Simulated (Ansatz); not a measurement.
CdF$_{2}$ (fluorite, space group No. 225), plane-wave PAW PBEsol (Ansatz code). The conduction-band minimum lies at Γ, with 1 equivalent valley. Second derivatives d²E/dk² of the lowest band at one valley (eV·Å²), along Cartesian directions:

```tsv
direction	d²E/dk²
[100]	20.53
[010]	20.53
[001]	20.53
[110]	20.53
[101]	20.53
[011]	20.53
```

### Question
Find the principal effective masses, the density-of-states mass and the conductivity mass.

### Answer
Off-diagonal terms follow from H_xy = H[110] − (H_xx + H_yy)/2, and m*/mₑ = 7.620 eV·Å² over each eigenvalue: 0.37, 0.37, 0.37. One valley's DOS mass (m₁m₂m₃)^(1/3) = 0.37, conductivity mass 3/(Σ 1/mᵢ) = 0.37 mₑ.

### Question
What effective density of states Nc follows at 300 K for parabolic valleys?

### Answer
Nc = 2.509e19 × 1 × (0.37)^(3/2) ≈ 5.6e18 cm⁻³.

Space group Fm-3m (fluorite). The cell was relaxed with PBEsol under the symmetry of its start. Spin–orbit coupling is left out wherever it is not named.

Potentials: the later of the program's two PAW sets.

Edges and masses are those of Kohn–Sham bands, whose gap is no quasiparticle gap.
